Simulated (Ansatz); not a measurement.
MgH$_{2}$ (rutile), relaxed and computed with several functionals in Ansatz (plane waves, PAW).

| functional | a (Å) | c (Å) | V (Å³/atom) | gap (eV) | B₀ by P(V) fit (GPa) |
|---|---|---|---|---|---|
| LDA | 4.429 | 2.973 | 9.72 | 3.40 | 53.0 |
| PBE | 4.517 | 3.013 | 10.25 | 3.72 | 48.4 |
| PBEsol | 4.477 | 3.008 | 10.05 | 3.47 | 50.0 |
| HSE06 | 4.487 | 2.998 | 10.06 | 4.84 | 51.1 |
| r²SCAN | (withheld) | (withheld) | (withheld) | (withheld) | (withheld) |

Fill in the missing entries.


- r²SCAN, a (Å): 4.485
- r²SCAN, c (Å): 2.996
- r²SCAN, V (Å³/atom): 10.04
- r²SCAN, gap (eV): 4.38
- r²SCAN, B₀ by P(V) fit (GPa): 51.5

All cells were relaxed under the symmetry of their starts (and spin orders); stability against distortions was not tested throughout.

Potentials: the later of the program's two PAW sets.

Ansatz (an electronic-structure program) is a plane-wave DFT program.
